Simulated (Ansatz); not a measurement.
A geometry of NbP away from equilibrium: step 2 of the relaxation of a relaxed NbP cell displaced along its unstable phonon at q = (0, 0, ½) of its primitive reciprocal cell (99i cm⁻¹), largest move 0.15 Å. All values below come from PBEsol (plane waves to 420 eV, PAW, scalar-relativistic; Ansatz, an electronic-structure program). Γ-centred k-mesh 7×7×4 on the run's cell (coarser than for final values), Fermi–Dirac smearing 0.05 eV.

```xyz
12
Lattice="5.5248 0.0000 0.0000 -2.7624 4.7838 0.0000 0.0000 0.0000 7.9008" Properties=species:S:1:pos:R:3:forces:R:3 pbc="T T T" free_energy=-31419.027 pressure_GPa=0.2
Nb     2.7624     0.0000     0.1680    0.0000    0.0000    0.1759
Nb     2.7624     0.0000     3.7824    0.0000    0.0000   -0.1759
Nb     1.3812     2.3919    -0.0871    0.0000    0.0000   -0.1137
Nb     1.3812     2.3919     4.0375    0.0000    0.0000    0.1137
Nb     4.1436     2.3919    -0.0871    0.0000    0.0000   -0.1137
Nb     4.1436     2.3919     4.0375    0.0000    0.0000    0.1137
P      0.0000     0.0000     0.0109    0.0000    0.0000   -0.0011
P      0.0000     0.0000     3.9395    0.0000    0.0000    0.0011
P      0.0000     3.0108     1.9752    0.0000   -0.0495    0.0000
P      0.0000     3.3833     5.9256    0.0000    0.2245    0.0000
P      2.7624     1.7730     1.9752    0.0000    0.0495    0.0000
P      2.7624     1.4006     5.9256    0.0000   -0.2245    0.0000
```

Positions in Å, forces in eV/Å, free energy of the cell in eV (comparable only within this code, potentials and settings). Largest force: 0.22 eV/Å, on P10, P12 (atoms numbered as listed); the geometry lies 0.02 eV/atom above the end of its relaxation.

No spin polarisation in the result.

The run could not lose the symmetry of its start, so the end can be a saddle point.

The end of the path is a generated cell of NbP: the first start was made by placing the elements on the sites of a structure type, and the end was not matched to a known phase here, so it may be hypothetical.
